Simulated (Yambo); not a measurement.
Yambo run on Si (space group P6_3/mmc, No. 194). The wavefunctions are norm-conserving LDA (Quantum ESPRESSO, 32 Ry, scalar-relativistic) ones on a 6×6×2 mesh (8 occupied bands); a = b = 3.7993 Å, c = 6.2738 Å, α = β = 90.00°, γ = 120.00°.

Yambo input:

```
rim_cut
gw0
dyson
el_el_corr
HF_and_locXC
ppa
em1d
RandQpts= 1000000
RandGvec= 1 Ry
EXXRLvcs= 32 Ry
VXCRLvcs= 128 Ry
Chimod= "HARTREE"
% BndsRnXp
 1 | 176 |
%
NGsBlkXp= 10 Ry
% LongDrXp
 1.0 | 1.0 | 1.0 |
%
PPAPntXp= 27.2114 eV
% GbndRnge
 1 | 58 |
%
GTermKind= "BG"
DysSolver= "n"
ExtendOut
% QPkrange
 1 | 1 | 8 | 9 |
 7 | 7 | 9 | 9 |
%
```

k points by index: 1 = Γ, 7 = M.

Table of the .qp output:

```
#    K-point    Band    Eo [eV]    E [eV]    E-Eo [eV]    Vxc [eV]    Vnlxc [eV]    Sc|Eo [eV]    Sc|E [eV]    dSc/dw|Eo [eV]    Re(Z)    Im(Z)
#
    1    8    0.000000    -0.649746    -0.649746    -11.41745    -12.83627    0.578584    0.769081    -7.977015    0.773302    -0.001642
    1    9    0.985210    1.033753    0.048543    -10.18323    -6.215895    -3.905112    -3.918789    -7.646958    0.780624    -0.001624
    7    9    0.272559    0.336734    0.064176    -9.239255    -5.472480    -3.685290    -3.702599    -7.324836    0.787905    -0.001616
```
(The two width columns are left out.) Convergence of these settings isn't established.

Geometry relaxed with LDA.

This is not the ordinary phase of the substance; no match was found in the copy of COD used, and its stability was not checked.
